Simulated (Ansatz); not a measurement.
AlSiCN:
```
CELL_PARAMETERS angstrom
      1.55723     0.89907     5.07393
     -1.55723     0.89907     5.07393
      0.00000    -1.79814     5.07393
ATOMIC_POSITIONS crystal
  Al 0.99509 0.99509 0.99509
  N  0.12718 0.12718 0.12718
  Si 0.50666 0.50666 0.50666
  C  0.62110 0.62110 0.62110
```

Relaxed with PBEsol.

Problem. Which orbitals make up the states near the Fermi level in plane-wave PAW PBEsol (Ansatz code)?

Solution. Within 0.5 eV of the Fermi level: C 2p 70 %, Si 3p 11 %, Al 3p 8 %. Projections are on Löwdin-orthogonalised atomic valence shells; empty p or d shells of many metals are not among them.

Problem. Tabulate the density of states.

Solution. States/eV per cell of 4 atoms, in 0.25 eV bins, energy from the Fermi level.

```
E (eV)  total  C 2p  N 2p  Si 3p
------  -----  ----  ----  -----
-7.85    0.87  0.09  0.38   0.14
-7.60    0.64  0.07  0.29   0.14
-7.35    0.67  0.07  0.31   0.15
-7.10    1.33  0.21  0.61   0.24
-6.85    1.61  0.25  0.75   0.26
-6.60    1.27  0.18  0.62   0.19
-6.35    1.75  0.22  0.93   0.26
-6.10    2.16  0.24  1.22   0.29
-5.85    2.10  0.16  1.30   0.30
-5.60    1.89  0.07  1.29   0.31
-5.35    1.27  0.13  0.80   0.19
-5.10    1.14  0.20  0.63   0.14
-4.85    1.20  0.29  0.58   0.12
-4.60    1.25  0.35  0.57   0.11
-4.35    1.22  0.46  0.41   0.10
-4.10    1.42  0.69  0.27   0.12
-3.85    2.20  1.08  0.42   0.20
-3.60    1.96  0.97  0.37   0.18
-3.35    1.31  0.65  0.27   0.10
-3.10    1.47  0.74  0.33   0.10
-2.85    1.58  0.80  0.38   0.09
-2.60    1.58  0.82  0.40   0.07
-2.35    1.25  0.69  0.28   0.04
-2.10    1.01  0.61  0.17   0.03
-1.85    0.93  0.60  0.10   0.03
-1.60    0.98  0.67  0.08   0.03
-1.35    1.25  0.90  0.07   0.04
-1.10    1.25  0.93  0.06   0.04
-0.85    0.93  0.72  0.04   0.03
-0.60    0.78  0.61  0.03   0.03
-0.35    0.69  0.57  0.02   0.04
-0.10    0.42  0.35  0.01   0.03
0.15     0.08  0.00  0.00   0.03
0.40     0.15  0.01  0.00   0.06
0.65     0.24  0.01  0.01   0.09
0.90     0.34  0.02  0.02   0.12
1.15     0.46  0.03  0.03   0.17
1.40     0.64  0.04  0.05   0.24
1.65     0.78  0.06  0.07   0.29
1.90     0.94  0.07  0.09   0.33
2.15     1.00  0.07  0.11   0.35
2.40     1.05  0.08  0.13   0.37
2.65     0.92  0.07  0.13   0.33
2.90     0.79  0.07  0.13   0.28
3.15     0.61  0.06  0.13   0.20
3.40     0.43  0.03  0.05   0.09
3.65     1.25  0.08  0.18   0.28
3.90     2.44  0.15  0.40   0.51
4.15     2.03  0.14  0.34   0.42
4.40     1.12  0.09  0.19   0.27
4.65     0.97  0.06  0.18   0.23
```

Space group R3m. The start of the workflow was typed in or built on a structure type; neither database checked (COD, Materials Project) lists it. Its standing as an ambient phase is unchecked. Symmetry was held in the PBEsol relaxation; whether a distortion lowers the energy is not shown. A small band overlap can be real or an error of a semilocal functional.

Potentials: the earlier of the program's two PAW sets. The files were generated under PBE; for other functionals the program regenerates the frozen cores, and for LDA and PBEsol the local potential too.
